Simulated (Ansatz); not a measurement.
BAs:
```xyz
6
Lattice="3.4289 0.0000 0.0000 -1.7144 2.9695 0.0000 0.0000 0.0000 7.4106" Properties=species:S:1:pos:R:3 pbc="T T T"
B      1.7144     0.0000     3.7053
B     -0.8572     1.4848     1.2351
B      0.8572     1.4848     6.1755
As     1.7144     0.0000     0.0000
As    -0.8572     1.4848     4.9404
As     0.8572     1.4848     2.4702
```

Relaxed with HSE06. Special points in fractions of this cell's reciprocal vectors: Γ (0.000, 0.000, 0.000); M (0.500, 0.000, 0.000); K (0.333, 0.333, 0.000); A (0.000, 0.000, 0.500); L (0.500, 0.000, 0.500); H (0.333, 0.333, 0.500).

### Question
List the band energies nearest the valence-band maximum at these points for plane-wave PAW HSE06 (Ansatz code).

### Answer
In eV from the valence-band maximum; about four levels below and three above (degenerate sets whole), none deeper than 8.9 eV; points with the same levels are listed once.

| k | below | above |
|---|---|---|
| Γ | -1.36 -1.36 -1.08 0.00 | 2.92 2.92 3.54 |
| M | -4.53 -3.51 -3.07 -2.77 | 0.91 1.30 1.46 |
| K | -6.21 -6.21 -3.83 -2.81 -2.81 | 1.34 3.05 3.05 |
| A | -1.33 -1.30 -1.30 -0.78 | 2.73 3.25 3.34 |
| L | -4.21 -3.95 -3.69 -3.23 | 2.45 2.85 3.27 |
| H | -6.33 -6.33 -3.52 -2.98 | 3.48 4.61 4.61 |

Space group P6_222. A made-up cell: these elements were put on the sites of a structure type; neither database checked (COD, Materials Project) lists it. It is not the phase usual at ambient conditions (space group No. 216). The HSE06 relaxation kept the symmetry of its start; whether a distortion lowers the energy is not shown. The hybrid was solved on a coarse mesh, the path and, where they were found, the r²SCAN edge points; its band edges are the extreme levels among these. Scalar-relativistic: spin–orbit coupling is off unless named, which matters more the heavier the elements.

Potentials: the later of the program's two PAW sets.
